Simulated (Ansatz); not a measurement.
# Ansatz 0.2.0, relaxation: BaCa2

Launch command:

```bash
ansatz run input.yaml --threads 2 --pin off --max-ram 3584MiB --backend cpu --events-out ev --progress --plain --runs-dir out
```

The input file (Ansatz 0.2.0, plane waves):

```yaml
crystal:
  lattice:
    - [2.966843, 5.138721, 0.0]
    - [-2.966843, 5.138721, 0.0]
    - [0.0, 0.0, 7.726614]
  atoms:
    - { symbol: Ba, position: [0.3333, 0.3334, 0.276] }
    - { symbol: Ba, position: [0.6666, 0.6667, 0.776] }
    - { symbol: Ca, position: [0.0, 0.0, 0.028] }
    - { symbol: Ca, position: [0.0, 0.0, 0.528] }
    - { symbol: Ca, position: [0.3333, 0.3334, 0.796] }
    - { symbol: Ca, position: [0.6666, 0.6667, 0.296] }
  symmetry: { tolerance: 0.0003 }
kpoints:
  mp_grid: { grid: [7, 7, 5], shift: [0, 0, 0] }
magnetization:
  spin_polarized: false
scf:
  occupations: { method: fermi_dirac }
  lower_state_search: "off"
hamiltonian:
  pseudopotentials: { kind: paw }
  xc: r2scan
basis:
  ecutwfc: 500
  fft_grid_basis: typed
relax:
  max_steps: 40
output:
  forces: true
  stress: true
  eigenvalues: true
  bader: true
  populations: true
  elf: true
  write_potential: true
  volumetric_format: npy
  dos:
    e_range: [-12, 8]
    de: 0.05
    projected: { site_lists: { Ba: [Ba], Ca: [Ca] } }
  write_density: true
checkpoint:
  read: saved_state
```

Origin of the cell: a known structure type with other elements, at an estimated volume, so it need not be a known compound.

The smearing width isn't typed, so it takes its default of 0.1 eV.

The saved state is a converged single point of the same cell.

Steps:

```json
{"step": "1", "ΔF (meV/atom)": "0.0", "max force component (eV/Å)": "0.269", "SCF iterations": "5", "step was": "accepted"}
{"step": "2", "ΔF (meV/atom)": "-6.0", "max force component (eV/Å)": "0.080", "SCF iterations": "5", "step was": "accepted"}
{"step": "3", "ΔF (meV/atom)": "-6.6", "max force component (eV/Å)": "0.003", "SCF iterations": "6", "step was": "accepted"}
{"step": "4", "ΔF (meV/atom)": "-6.6", "max force component (eV/Å)": "0.003", "SCF iterations": "2", "step was": "accepted"}
```

Step 1, with forces in eV/Å:

```xyz
6
Lattice="2.967 5.139 0.000 -2.967 5.139 0.000 0.000 0.000 7.727" Properties=species:S:1:pos:R:3:forces:R:3 pbc="T T T" step=1
Ba    0.000    3.426    2.133    0.000    0.000    0.161
Ba    0.000    6.852    5.996    0.000    0.000    0.161
Ca    0.000    0.000    0.216    0.000    0.000    0.108
Ca    0.000    0.000    4.080    0.000    0.000    0.108
Ca    0.000    3.426    6.150    0.000    0.000   -0.269
Ca    0.000    6.852    2.287    0.000    0.000   -0.269
```

Step 2, with forces in eV/Å:

```xyz
6
Lattice="2.967 5.139 0.000 -2.967 5.139 0.000 0.000 0.000 7.727" Properties=species:S:1:pos:R:3:forces:R:3 pbc="T T T" step=2
Ba    0.000    3.426    2.168    0.000    0.000    0.059
Ba    0.000    6.852    6.031    0.000    0.000    0.059
Ca    0.000    0.000    0.250    0.000    0.000    0.021
Ca    0.000    0.000    4.114    0.000    0.000    0.021
Ca    0.000    3.426    6.081    0.000    0.000   -0.080
Ca    0.000    6.852    2.218    0.000    0.000   -0.080
```

Step 4, with forces in eV/Å:

```xyz
6
Lattice="2.967 5.139 0.000 -2.967 5.139 0.000 0.000 0.000 7.727" Properties=species:S:1:pos:R:3:forces:R:3 pbc="T T T" step=4
Ba    0.000    3.426    2.188    0.000    0.000    0.002
Ba    0.000    6.852    6.052    0.000    0.000    0.002
Ca    0.000    0.000    0.257    0.000    0.000    0.001
Ca    0.000    0.000    4.121    0.000    0.000    0.001
Ca    0.000    3.426    6.054    0.000    0.000   -0.003
Ca    0.000    6.852    2.190    0.000    0.000   -0.003
```

| Property | Result |
| --- | --- |
| Free energy lowered by | 6.6 meV/atom |
| Final pressure | 4.50 GPa |
| Relaxation steps listed | 4 |
| Gap on the mesh | none (metal) |

Caveats: the SCF threshold is looser than advised for a stress; the relaxation held the start's symmetry, so the end may be a saddle point.

Time: 130 s of wall time on 2 CPU thread(s) of a shared host, from a saved density.
